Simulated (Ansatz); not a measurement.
AuBr in space group I4_1/amd (No. 141; Au on 8c, Br on 8e), plane-wave PAW LDA (Ansatz code), all energies at zero smearing, with the estimated change up to a 700 eV cutoff added, with one set of potentials and settings (totals compare only within such a set). Cell of 8 atoms (4 Au, 4 Br): -62234.980 eV.

| element | reference phase | E (eV/atom) |
|---|---|---|
| Au | Fm-3m, 1 atoms in the cell | -12864.9550 |
| Br | Cmce, 4 atoms in the cell | -2693.8442 |

Formation energy per atom, worked out: (-62234.980 − 4×(-12864.9550) − 4×(-2693.8442))/8 = 0.027 eV/atom (3 kJ per mol of atoms), at 0 K, without zero-point energy or fitted corrections.

The workflow started from an entry of the Crystallography Open Database (COD), which files this formula under 2 space groups. Whether it is the stable phase at ambient conditions was not checked. The LDA relaxation kept the symmetry of its start; its stability against distortions is not shown here. The references are the lowest solids computed at this level, not always the standard phases. Scalar-relativistic: spin–orbit coupling is off unless named, which matters more the heavier the elements.

Potentials: the later of the program's two PAW sets.
